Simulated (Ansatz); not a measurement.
**Computed properties of SiC$_{2}$**

SiC2:
```
SiC2
1.0
    3.15636     0.00000     0.00000
    0.00000     3.15636     0.00000
    0.00000     0.00000     6.86964
Si C
2 4
Cartesian
  0.00000   0.00000   1.71741
  0.00000   0.00000   5.15223
  0.00000   1.57818   0.68133
  1.57818   0.00000   4.11615
  0.00000   1.57818   6.18831
  1.57818   0.00000   2.75349
```

Space group P4_2/mmc (No. 131); conventional cell a = b = 3.1564 Å, c = 6.8696 Å, α = β = γ = 90.00°.

Method: PBEsol (plane waves, PAW; program Ansatz). Structure relaxed to zero pressure with the same functional. Other levels are named where they apply.

### Cell and energy

```yaml
volume_per_atom: 11.41 Å³
density: 2.53 g/cm³
Formation energy from the elements (no fitted shifts): 0.43 eV/atom
```

### Electronic structure

```yaml
electronic_character: metallic (no gap)
Density of states at the Fermi level: 0.13 states/eV per atom (mean over ±0.08 eV)
```

### Mechanics

```yaml
Bulk modulus (Birch–Murnaghan fit): 162 GPa
Pressure derivative B′: 3.6
```

### Phonons

```yaml
highest_zone_centre_frequency: 185.9 meV
zone_centre_stability: no imaginary mode at Γ
```

The start of the workflow was typed in or built on a structure type; neither database checked (COD, Materials Project) lists it. Whether it is the stable phase at ambient conditions was not checked. The cell was relaxed with PBEsol under the symmetry of its start. Its formation energy is positive at this level, so the cell may be metastable or incomplete. As this level gives no gap, phonon frequencies hold no LO–TO term and depend on the k-mesh and smearing (Fermi–Dirac, 0.1 eV here). The references are the lowest solids computed at this level, not always the standard phases.

Potentials: the earlier of the program's two PAW sets. The files were generated under PBE; for other functionals the program regenerates the frozen cores, and for LDA and PBEsol the local potential too.
